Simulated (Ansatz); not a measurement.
# Does relaxation matter for the field gradients of SiC with Sn replacing C?

Start: a supercell of SiC (zinc blende type, F-43m) built from an entry of the Crystallography Open Database (COD), with all atoms left at the host's positions.

```cif
data_Si27SnC26
_symmetry_space_group_name_H-M 'F-43m'
_symmetry_Int_Tables_number 216
_cell_length_a 13.0740
_cell_length_b 13.0740
_cell_length_c 13.0740
_cell_angle_alpha 90.000
_cell_angle_beta 90.000
_cell_angle_gamma 90.000
loop_
_atom_site_label
_atom_site_type_symbol
_atom_site_symmetry_multiplicity
_atom_site_Wyckoff_symbol
_atom_site_fract_x
_atom_site_fract_y
_atom_site_fract_z
Si1 Si 16 e 0.4167 0.0833 0.4167
Si3 Si 24 g 0.7500 0.0833 0.7500
Si5 Si 48 h 0.7500 0.9167 0.5833
Si14 Si 4 d 0.7500 0.7500 0.7500
Si18 Si 16 e 0.0833 0.5833 0.9167
Sn Sn 4 a 0.5000 0.0000 0.5000
C29 C 48 h 0.6667 0.0000 0.6667
C32 C 16 e 0.8333 0.8333 0.6667
C36 C 16 e 0.1667 0.6667 0.8333
C42 C 24 f 0.0000 0.6667 0.0000
```

One atom of each set is listed; the run and its k-mesh use a cell of 54 atoms with edges of 9.24, 9.24, 9.24 Å.

All values are calculated (Ansatz; DFT, PBE, plane waves and PAW, scalar-relativistic, 420 eV cutoff, Γ-centred 3×3×3 k-points, Fermi–Dirac smearing 0.01 eV), not measured.

The largest force at the start is 19 eV/Å. Relaxing the ions at fixed cell moves them by 0.379 Å at most (atom 2, Si) and 0.109 Å rms.

```csv
site,moved (Å),first shell before,first shell after,V_zz before (10²¹ V/m²),η before
Si1,0.379,"1 Sn at 1.89 Å, 3 C at 1.89 Å","3 C at 1.86 Å, 1 Sn at 2.27 Å",-4.97,0.00
Si3,0.008,4 C at 1.89 Å,4 C at 1.83–1.89 Å,-0.16,0.12
Si5,0.005,4 C at 1.89 Å,4 C at 1.88–1.89 Å,-0.068,0.43
Si18,0.002,4 C at 1.89 Å,4 C at 1.89 Å,-0.043,0.00
Sn,0.000,4 Si at 1.89 Å,4 Si at 2.27 Å,0.00,–
C29,0.072,4 Si at 1.89 Å,4 Si at 1.83–1.88 Å,-0.14,0.70
C32,0.002,4 Si at 1.89 Å,4 Si at 1.88 Å,-0.021,0.00
C36,0.001,4 Si at 1.89 Å,4 Si at 1.89 Å,-0.012,0.00
C42,0.001,4 Si at 1.89 Å,4 Si at 1.89 Å,-0.013,0.67
```

(1) How do the gradients change?

Results:

(1) 

```json
{"site": "Si1", "V_zz after": "-1.88", "η after": "0.00", "change of V_zz": "+3.09"}
{"site": "Si3", "V_zz after": "1.25", "η after": "0.93", "change of V_zz": "–"}
{"site": "Si5", "V_zz after": "-0.27", "η after": "0.82", "change of V_zz": "–"}
{"site": "Si18", "V_zz after": "-0.10", "η after": "0.00", "change of V_zz": "-0.06"}
{"site": "Sn", "V_zz after": "0.00", "η after": "–", "change of V_zz": "0.00"}
{"site": "C29", "V_zz after": "-1.19", "η after": "0.61", "change of V_zz": "-1.05"}
{"site": "C32", "V_zz after": "0.047", "η after": "0.00", "change of V_zz": "+0.07"}
{"site": "C36", "V_zz after": "-0.073", "η after": "0.00", "change of V_zz": "-0.06"}
{"site": "C42", "V_zz after": "0.045", "η after": "0.27", "change of V_zz": "–"}
```

The largest change of V_zz along a kept axis is on Si1, from -4.97 to -1.88. Small gradients that grow severalfold: Si3 (-0.16 to 1.25), C29 (-0.14 to -1.19). In per cent, |V_zz| changes by -62 on Si (all sites that start above 2). On C29 V_xx and V_yy change places (or their axes turn by over 50°), so the two values of η hide a larger change. V_zz changes sign on C32 (same axis). On Si3, Si5, C42 the largest principal value lies along another axis in the second run, so the two V_zz can't be compared directly. Other sites without a gradient aren't listed. The electronic state changes along with the positions (the gap closes), so the changes aren't those of geometry alone.

The defect repeats with the cell of 54 atoms, so it feels its images: sites between two images don't show the values beside a lone defect, and zeros or small values of η there can come from the images' arrangement. Without spin–orbit coupling (the program notes it for Sn) the gradients can shift somewhat, as the gap is small.
Before: The cell keeps the host's lattice, where the PBE pressure is 19 GPa. The neighbours have not yet relaxed around the defect (largest force 19 eV/Å), so the values at and beside it are those of a strained start, not of the defect in a real crystal.
After: The run isn't spin-polarised, and a state with spin may lie lower. The relaxation keeps the site symmetry -43m of the start, so the impurity can't leave its site; a distortion that would localise the partly filled state isn't explored. The defect cell has no gap above 0.1 eV on its mesh, so the values can hang on the smearing and the k-mesh. The cell keeps the host's lattice, where the PBE pressure is 13 GPa.
